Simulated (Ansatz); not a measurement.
Ansatz input file:

```yaml
crystal:
  lattice:
    - [0.0, 2.03, 2.03]
    - [2.03, 0.0, 2.03]
    - [2.03, 2.03, 0.0]
  atoms:
    - { symbol: W, position: [0.0, 0.0, 0.0] }
basis:
  ecutwfc: 420
kpoints:
  mp_grid: { grid: [18, 18, 18] }
hamiltonian:
  xc: pbesol
scf:
  occupations: { method: gaussian, width: 0.1 }
output:
  forces: true
  stress: true
  eigenvalues: true
  populations: true
```

Launched with
```bash
ansatz run input.yaml --threads 1 --pin off --max-ram 2560MiB --backend cpu --events-out ev --progress --plain --runs-dir out
```

The calculation used DFT PBEsol, scalar-relativistic, plane waves, PAW (Ansatz).

Part of what the program printed, abridged (final results; tables in files aren't shown):

```
the search or the solves at the SCF's close seem to have found levels that the self-consistency loop had missed (the run counts 1). By its estimate they hold under 1e-12 electrons; where the run keeps them, the occupations were computed again with them
SCF 1 converged in 6 iterations: F = -10256.043064 eV  dr2 = 1.01e-11
SCF converged after 6 iterations
Free energy (F): -10256.043064 eV
Harris-Foulkes:  -10256.043064 eV  (|F-HF|=0.00e0)
Internal energy: -10256.036268 eV  (E = F + TS)
E sigma→0 (E₀):  -10256.039666 eV
Entropy (-TS):   -0.006796 eV (-6.796 meV/atom)
Fermi energy:    20.636954 eV
--- Per-component energies (eV) ---
  E_band       = -100.617648
  E_kinetic    = 448.011606
  E_local      = -639.980655  (includes V_loc(G=0)·N_el)
  E_nonlocal   = 3.249363
  E_hartree    = 226.190832
  E_xc         = -264.228287
  E_vxc        = -237.353750  (∫ρ·V_xc dr)
  E_paw        = -8435.905282  (= ΣΔE_a)
  E_vpaw       = -126.925867  (= ΣTr[D̂ρ^β])
  E_aug_tail   = -0.000055  (compensation charges beyond the density's cutoff)
  E_ewald      = -1593.595583
  E_core_change = 0.221792  (= ΣΔE_core)
  E_smearing   = -0.006796  (= −TS)
--- Forces (eV/Å), atoms counted from 1 ---
  atom   1  W      0.00000000     0.00000000     0.00000000
--- Stress (GPa, compression-positive) ---
      -12.625308       0.000000       0.000000
        0.000000     -12.625308       0.000000
        0.000000       0.000000     -12.625308
  P = ⅓ Tr σ = -12.6253 GPa (-126.253 kbar)
--- Band table (eV; the first three rows and the last of 195) ---
  k-point 0: bands = ["-52.9553", "-16.6386", "-16.6386", "-16.6386", "11.7552", "20.1020", "20.1020", "20.1020", "23.1345", "23.1345", "33.4374"]
  k-point 1: bands = ["-52.9523", "-16.6734", "-16.6431", "-16.6431", "11.8884", "19.9997", "20.1648", "20.1648", "23.0777", "23.0777", "33.7029"]
  k-point 2: bands = ["-52.9439", "-16.7727", "-16.6559", "-16.6559", "12.2741", "19.7349", "20.3288", "20.3288", "22.9498", "22.9498", "34.4165"]
  k-point 194: bands = ["-52.8245", "-17.4023", "-17.2943", "-17.0454", "16.9252", "18.1911", "19.2094", "22.0183", "26.2858", "30.5608", "30.7143"]
--- Löwdin populations: 1 site ---
  site symbol q [e]
     0      W     13.8660
  spilling = 0.009571 (of n_electrons = 14.000000)
```

The calculation finished and met its thresholds.

The run took 2.2 s on 1 thread of Intel(R) Xeon(R) Platinum 8488C (Sapphire Rapids), on a shared host, peak memory 0.36 GiB.

Spin-orbit coupling is left out, which matters for the bands of heavy elements.